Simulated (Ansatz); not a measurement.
Input:

AlNi (CsCl type)

```
CELL_PARAMETERS angstrom
      2.86332     0.00000     0.00000
      0.00000     2.86332     0.00000
      0.00000     0.00000     2.86332
ATOMIC_POSITIONS crystal
  Al 0.00000 0.00000 0.00000
  Ni 0.50000 0.50000 0.50000
```

In each cell atom 2 (Ni, nearest neighbour Al at 2.480 Å; its periodic images, 2.9 Å or more away, move with it) moves by s·(0.707, 0.707, 0.000) (along Cartesian [110]), the rest being held.

These are r2SCAN (plane waves to 500 eV, PAW, scalar-relativistic; Ansatz, a first-principles code) values and carry that method's errors. k mesh 13×13×13 (Γ-centred), Fermi-Dirac smearing 0.05 eV. Energies are smeared free energies. With partly filled bands, energies and forces of such displacements shift with the k mesh and the smearing. AlNi is run without spin polarisation. AlNi was relaxed with its symmetry unable to fall. The PAW data are Ansatz's earlier set. The zero of ΔE is the undisplaced structure.

The scan covers s from -0.740 to 0.740 Å in 11 points.

Problem. Is this a single well or a double well?

Solution. A single well with its minimum at or next to zero displacement.

Problem. Is the energy the same for equal positive and negative displacements?

Solution. Even: the same for both signs. With its periodic images moving along, the atom's site symmetry in this cell is m-3m.

Problem. What force acts on the atom along the line at s = -0.740 Å?

Solution. 8.29 eV/Å.

Problem. What is the energy change at s = 0.740 Å?

Solution. 2457 meV/cell.

Problem. What is the force constant k = d²E/ds² of this move at s = 0?

Solution. 6.46 eV/Å².

(A displaced cell: forces are minus the slopes of the energy, force constants its curvatures, and phonons follow from these.)
